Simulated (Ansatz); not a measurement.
Consider the following.

HfN:
```yaml
crystal:
  lattice:
    - [2.80415, 0.00000, 0.00000]
    - [0.00000, 2.80415, 0.00000]
    - [0.00000, 0.00000, 2.80415]
  atoms:
    - { symbol: Hf, position: [0.00000, 0.00000, 0.00000] }
    - { symbol: N, position: [0.50000, 0.50000, 0.50000] }
```

This is the r²SCAN-relaxed structure.

Problem. All from DFT-r²SCAN in the program Ansatz with PAW potentials, unless another level is named. Predict the Young's modulus.

Solution. 198 GPa.

Problem. Predict the elastic constants (relaxed ions, GPa).

Solution. C11 = 550, C12 = 109, C44 = 26.3.

Space group Pm-3m (CsCl type). A made-up cell: these elements were put on the sites of a structure type; neither database checked (COD, Materials Project) lists it. It is not the phase usual at ambient conditions (space group No. 225). Symmetry was held in the r²SCAN relaxation; whether a distortion lowers the energy is not shown. The run is not spin-polarised. With an odd number of electrons in the cell and no spin polarisation, the count alone makes it a metal. As this level gives no gap, shear constants depend on the k-mesh and smearing (Fermi–Dirac, 0.1 eV here). Spin–orbit coupling is left out wherever it is not named.

Potentials: the later of the program's two PAW sets.
